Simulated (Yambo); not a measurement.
Material: AgBr (space group P2_1/m, No. 11) under isotropic strain of -3 % on all lattice vectors; a = 3.8930 Å, b = 3.8939 Å, c = 5.5015 Å, α = γ = 90.00°, β = 89.87° (4 atoms in the cell). The PBEsol cell relaxed from Materials Project entry mp-570301 was given an isotropic strain of -3 % on all lattice vectors, and the atoms were relaxed again.

With norm-conserving PBEsol (Quantum ESPRESSO, 82 Ry, without SOC), the gap between the mesh's edge points ((-0.5, 0, -0.5) → Γ) is 0.513 eV.

Problem. Estimate the G0W0 gap between the same points from Yambo (4×4×2 Γ-centred k mesh, bands 9 to 116 and a 6 Ry block in the screening, 116 bands in G with the Bruneval-Gonze terminator, plasmon pole fitted at 27.2 eV).

Solution. The correction is 1.186 eV, giving 1.699 eV, 3.3 times the PBEsol value.  Convergence of the G0W0 settings was not tested. Spin-orbit splittings are left out.

This is not the ordinary phase of the substance; no match was found in the copy of COD used, and its stability was not checked.
